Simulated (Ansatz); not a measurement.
Single point in Ansatz 0.2.0 with r2SCAN, no spin polarisation. Cutoff 500 eV, PAW datasets, 5×5×4 Γ-centred k mesh, cold filling (width 0.0385 eV).

Computed maps in the lattice plane spanned by a (left to right, 5.57 Å, 17 points from zero) and b (bottom to top, 5.57 Å, 17 points from zero), 73° apart, at height 0.000 along c. The fields are smooth PAW ones with compensation charges, not the true ones near nuclei.

Valence density. Digits on a logarithmic scale: 0 up to 0.03 e/Å³, each further digit a factor of 1.6, 9 from 1.3 e/Å³ up:
```
99941100001233359
89643321002455435
34456764212577643
11369997422478753
11379999632357753
00269999843234542
00147999753322221
00024687655432100
00012345567864200
01222233579997410
02454323489999620
13577532369999731
13578742247999631
33467752124676544
85345542001233469
99533321000011499
99831100000011389
```

ELF. Ten even steps from '0' (0.00) to '9' (0.84):
```
56600000001342027
66201320002677302
00018874001699830
00189998300589972
00389789700168974
00279859810015663
00048999710000121
00003787201100000
00000011027873000
01210000179998400
03665100189589720
04798610079879830
02799850038999810
00389961004788100
62037762000231026
57202431000000066
15600000000000065
```

Q: The cell is NaVIr2F11. Which atoms lie within 0.2 Å of this plane, and where (fractions of a and b)?

A: F at (0.33, 0.67), F at (0.67, 0.33), Na at (0.00, 0.00). The whole cell:
```
CELL_PARAMETERS angstrom
4.47640 3.32301 0.00000
4.47640 -3.32301 0.00000
3.34648 0.00000 -6.83102
ATOMIC_POSITIONS crystal
F 0.26589 0.26589 0.89111
F 0.73411 0.73411 0.10889
Ir 0.50282 0.50282 0.76620
Ir 0.49718 0.49718 0.23380
V 0.00000 0.00000 0.50000
F 0.50000 0.50000 0.50000
F 0.22143 0.80249 0.69197
F 0.19751 0.77857 0.30803
F 0.77857 0.19751 0.30803
F 0.80249 0.22143 0.69197
F 0.33117 0.66883 0.00000
F 0.66883 0.33117 0.00000
Na 0.00000 0.00000 0.00000
F 0.25288 0.25288 0.35132
F 0.74712 0.74712 0.64868
```

Origin: a known structure type with other elements, at an estimated volume, so it need not be a known compound. Caveats: no spin polarisation, so a magnetic state may lie lower; atoms or cell far from equilibrium.
